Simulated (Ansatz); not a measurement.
Level of theory: Ansatz 0.2.0, DFT PBE, scalar-relativistic, plane waves, PAW. All cells share a 420 eV cutoff and Γ-centred k meshes spaced at most about 0.3 Å⁻¹ (about 0.25 or finer for metals, 2π included). No spin polarisation in the final relaxations.

All energies are static (0 K, no zero-point motion). All come from trial cells, and lower structures may exist.

**Question.** Order these relaxed structures of ZnB6 by energy, lowest first, with the energy over the lowest of them.
1.

```cif
data_structure
_symmetry_space_group_name_H-M 'Pm-3m'
_symmetry_Int_Tables_number 221
_cell_length_a 4.1324
_cell_length_b 4.1324
_cell_length_c 4.1324
_cell_angle_alpha 90.000
_cell_angle_beta 90.000
_cell_angle_gamma 90.000
_cell_volume 70.57
loop_
_atom_site_label
_atom_site_type_symbol
_atom_site_symmetry_multiplicity
_atom_site_Wyckoff_symbol
_atom_site_fract_x
_atom_site_fract_y
_atom_site_fract_z
_atom_site_occupancy
Zn1 Zn 1 a 0.00000 0.00000 0.00000 1
B1 B 6 f 0.80103 0.50000 0.50000 1
```

2.

```cif
data_structure
_symmetry_space_group_name_H-M 'P4mm'
_symmetry_Int_Tables_number 99
_cell_length_a 4.1885
_cell_length_b 4.1885
_cell_length_c 4.2286
_cell_angle_alpha 90.000
_cell_angle_beta 90.000
_cell_angle_gamma 90.000
_cell_volume 74.19
loop_
_atom_site_label
_atom_site_type_symbol
_atom_site_symmetry_multiplicity
_atom_site_Wyckoff_symbol
_atom_site_fract_x
_atom_site_fract_y
_atom_site_fract_z
_atom_site_occupancy
Zn1 Zn 1 b 0.50000 0.50000 0.65457 1
B1 B 4 e 0.70586 0.00000 0.55589 1
B2 B 1 a 0.00000 0.00000 0.86336 1
B3 B 1 a 0.00000 0.00000 0.25847 1
```

**Answer.** 2 (0 meV/atom), 1 (139 meV/atom). Forms: 2 P4mm; 1 Pm-3m. Counting B atoms around Zn (those within 1.25 times the shortest such distance or 1.15 times the sum of covalent radii; the shortest distance is added where it is long for a bond): cell 2 has Zn 8; cell 1 has Zn 24 from 3.0 Å. Cell 2 and cell 1 both hold B–B bonds in all directions. Even the lowest lies +0.22 eV/atom against the elements.

Cells relaxed within their symmetry can be saddle points. The P4mm cell of ZnB6 came from shaking the Pm-3m one. Some types were kept out of the candidates beforehand, so the set may lack a known form.
